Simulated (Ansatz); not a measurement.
# Elastic constants of TiSn: input and output

Method: DFT PBEsol, scalar-relativistic, plane waves, PAW (Ansatz 0.2.0).

It can be run as:
```bash
ansatz run input.yaml --threads 1 --pin off --backend cpu --events-out ev --progress --plain --runs-dir out  # memory cap (--max-ram) not shown
```

Input (bare energies are in eV):
```yaml
crystal:
  lattice:
    - [0.0, 2.7618586494, 2.7618586494]
    - [2.7618586494, 0.0, 2.7618586494]
    - [2.7618586494, 2.7618586494, 0.0]
  atoms:
    - { symbol: Ti, position: [0.0, 0.0, 0.0] }
    - { symbol: Sn, position: [0.5, 0.5, 0.5] }
basis:
  ecutwfc: 420
kpoints:
  mp_grid: { grid: [14, 14, 14] }
hamiltonian:
  xc: pbesol
scf:
  occupations: { method: fermi_dirac, width: 0.15 }
output:
  forces: true
  stress: true
  eigenvalues: true
elastic:
  mode: relaxed_ion
  amplitude: 0.005
```

From the output:
```
--- Elastic constants: 2 strain directions × 4 members + reference (group order 48) ---
  dense FFT box of the reference and of every strained cell: 27×27×27
  strains applied: 11, 23; error gains: componentwise 1.00 (the most a stress slope's error grows in a printed constant), spectral 1.73 (1 for all six strains in a standard setting)
  C = ∂σ_k/∂η_j (tension-positive GPa; Voigt order 11 22 33 23 13 12):
       215.512     29.927     29.927      0.000      0.000      0.000
        29.927    215.512     29.927     -0.000     -0.000      0.000
        29.927     29.927    215.512      0.000      0.000     -0.000
        -0.000      0.000      0.000     -5.443     -0.000      0.000
        -0.000      0.000      0.000      0.000     -5.443     -0.000
        -0.000      0.000     -0.000      0.000      0.000     -5.443
  reference stress σ⁰ (GPa):     -0.004     -0.004     -0.004      0.000     -0.000     -0.000
  C* (energy form; C + prestress term) asymmetry max|C*_kj − C*_jk| = 3.553e-15 GPa — a small one proves nothing (zero by symmetry where the batch's group is 432, −43m or m−3m); a large one is finite-difference/SCF noise where every solve ...
  moduli (Voigt/Reuss/Hill, GPa): K = 91.79/91.79/91.79   G = 33.85/-9.44/12.21   E = 35.06   ν = 0.436
  mechanically stable: NO (min eigenvalue of sym C = -5.44 GPa)
  strain η (Voigt 11):  stress-route row diagonal C_11 = 215.51 GPa, energy-path curvature d²(F+E_count+ΔE)/dδ²/Ω₀ = 215.51 GPa
    cells at ±δ against ±2δ: C11 215.63 and 215.98 GPa, apart by 0.16 % of the column's largest entry
         δ    σ_11 (GPa) F (eV) n_scf n_hpsi n_pw
    -1.000e-2      -2.2979       -8423.9299416      10   90384    853   relax 0 steps, max|allowed force component| 1.25e-29 eV/Å
    -5.000e-3      -1.1155       -8423.9321799       5   77479    869   relax 0 steps, max|allowed force component| 4.36e-29 eV/Å
     5.000e-3       1.0408       -8423.9322189       5   75949    869   relax 0 steps, max|allowed force component| 9.37e-30 eV/Å
     1.000e-2       2.0217       -8423.9301988       8   75314    869   relax 0 steps, max|allowed force component| 1.58e-30 eV/Å
  strain η (Voigt 23):  stress-route row diagonal C_44 = -5.44 GPa, energy-path curvature d²(F+E_count+ΔE)/dδ²/Ω₀ = -5.44 GPa
    cells at ±δ against ±2δ: C44 -5.43 and -5.38 GPa, apart by 0.84 % of the column's largest entry
         δ    σ_23 (GPa) F (eV) n_scf n_hpsi n_pw
    -1.000e-2       0.0538       -8423.9329784       8  141007    869   relax 0 steps, max|allowed force component| 1.30e-29 eV/Å
    -5.000e-3       0.0271       -8423.9329256       4  108477    869   relax 0 steps, max|allowed force component| 1.05e-28 eV/Å
     5.000e-3      -0.0271       -8423.9329256       4  105642    869   relax 0 steps, max|allowed force component| 6.31e-29 eV/Å
     1.000e-2      -0.0538       -8423.9329784       7  120877    869   relax 0 steps, max|allowed force component| 3.71e-29 eV/Å
```

The cell was built by swapping an element in a database structure (itself possibly hypothetical) and relaxing; it need not be the stable form of this composition. In a metal, frequencies and elastic constants depend on the k mesh and the smearing, soft modes and shear constants most.

As the tensor has a negative eigenvalue, the Reuss and Hill moduli of a polycrystal, and E and ν formed from them, have no physical meaning here.

The least eigenvalue is -5.4 GPa; in a metal on this mesh the verdict on stability isn't firm within about 20 GPa or a tenth of the bulk modulus.